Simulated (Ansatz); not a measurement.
This cell of GaP (zinc blende) is off equilibrium:

```
CELL_PARAMETERS angstrom
      0.00000     2.79256     2.56915
      2.79256     0.00000     2.56915
      2.79256     2.79256     0.00000
ATOMIC_POSITIONS crystal
  P  0.75000 0.75000 0.75000
  Ga 0.00000 0.00000 0.00000
```

The numbers are results of PBE (plane waves to 420 eV, PAW, scalar-relativistic; Ansatz, a quantum-chemistry and plane-wave program), not measurements. k mesh 10×10×10 (Γ-centred), Fermi-Dirac smearing 0.05 eV. The energy includes the smearing's −TS. Compression counts positive. GaP was relaxed with its symmetry unable to fall. The PAW data are Ansatz's earlier set.

What is the stress tensor (GPa)?


```
   1.55     0.00     0.00
   0.00     1.55     0.00
   0.00     0.00     6.72
```
The pressure, a third of the trace, is 3.27 GPa.

It is the relaxed cell deformed to V/V₀ = 0.960, (c/a)/(c/a)₀ = 0.920, c along z, fractional positions held. What is its energy relative to the relaxed cell?

27.7 meV/atom.

(A scan under strain: stresses follow from slopes of the energy per volume, elastic moduli from its curvatures.)
